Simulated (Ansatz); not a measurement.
Relaxed-ion elastic tensor of BaGaHO2 in space group P4/mmm (No. 123; Ba on 1d, Ga on 1a, O on 2f, H on 1b) in GPa (Voigt order), r²SCAN (plane waves, PAW; program Ansatz); density 6.46 g/cm³, 12.35 Å³ per atom.

```
 224  98.2  82.3   0.0   0.0   0.0
98.2   224  82.3   0.0   0.0   0.0
82.3  82.3   176   0.0   0.0   0.0
 0.0   0.0   0.0  98.0   0.0   0.0
 0.0   0.0   0.0   0.0  98.0   0.0
 0.0   0.0   0.0   0.0   0.0   123
```

Q: Is the crystal mechanically stable?

A: Yes: the smallest eigenvalue of C is 98.0 GPa.

Q: Work out the Voigt, Reuss and Hill averages.

A: K_V = 128, K_R = 125, K_H = 127; G_V = 87.9, G_R = 80.5, G_H = 84.2 GPa.

Q: Give Young's modulus, Poisson's ratio, Pugh's ratio and the universal anisotropy index.

A: E = 9KG/(3K + G) = 207 GPa; ν = 0.23; K/G = 1.50 (brittle by the Pugh limit of 1.75); A_U = 5G_V/G_R + K_V/K_R − 6 = 0.48.

Q: Estimate the sound speeds and the Debye temperature.

A: v_l = √((K + 4G/3)/ρ) = 6080 m/s, v_t = √(G/ρ) = 3610 m/s, mean 4000 m/s; Θ = (h/k)(3n/4πV)^(1/3) v_m = 515 K.

Q: Solve the Christoffel equation for the three sound speeds along x, y, z.

A: Eigenvalues of C_ijkl n_j n_l equal ρv². In km/s, slowest first: x 3.90, 4.36, 5.89; y 3.90, 4.36, 5.89; z 3.90, 3.90, 5.23.

Q: How much does each axis shrink under pressure?

A: Linear compressibilities β_i = Σ_j S_ij (j = 1 to 3): x 2.2, y 2.2, z 3.6 per TPa.

The start of the workflow was typed in or built on a structure type; neither database checked (COD, Materials Project) lists it. Whether it is the stable phase at ambient conditions was not checked. The r²SCAN relaxation kept the symmetry of its start; whether a distortion lowers the energy is not shown. Scalar-relativistic: spin–orbit coupling is off unless named, which matters more the heavier the elements.

Potentials: the earlier of the program's two PAW sets.
